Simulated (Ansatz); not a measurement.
# How the vibrations of MnIr change with volume

Computed with DFT PBEsol, scalar-relativistic, plane waves, PAW (Ansatz 0.2.0). Plane waves to 420 eV; Γ-centred k mesh 16×16×12; Gaussian smearing of 0.20 eV. Collinear spin, site moments 1.2, -0.1 μB. Phonons by linear response, acoustic sum rule imposed.

The cell, relaxed at this level:
Space group P4/mmm (No. 123). a = 2.624 Å, b = 2.624 Å, c = 3.615 Å, α = 90.00°, β = 90.00°, γ = 90.00°
```csv
atom,site,symmetry,x,y,z
Mn,1d,4/mmm,0.5000,0.5000,0.5000
Ir,1a,4/mmm,0.0000,0.0000,0.0000
```

In a metal, frequencies depend on the k mesh and the smearing, soft modes most. Spin–orbit coupling is left out, which matters for heavy elements.

Cells at 0.98 and 1.02 times the equilibrium volume were relaxed in shape and atoms; γ = −d ln ν / d ln V, modes matched by rank.

Q: Give the optical frequencies at Γ (cm⁻¹) at the three volumes and the mode Grüneisen parameters.

A:
| 0.98 V | V | 1.02 V | γ | degeneracy |
| --- | --- | --- | --- | --- |
| 182 | 176 | 170 | 1.70 | 2 |
| 213 | 205 | 198 | 1.76 | 1 |

Q: What pressures hold the two strained cells, and what bulk modulus follows?

A: 6.60 GPa at 0.98 V and -5.86 GPa at 1.02 V, so B = −dP/d ln V ≈ 311 GPa.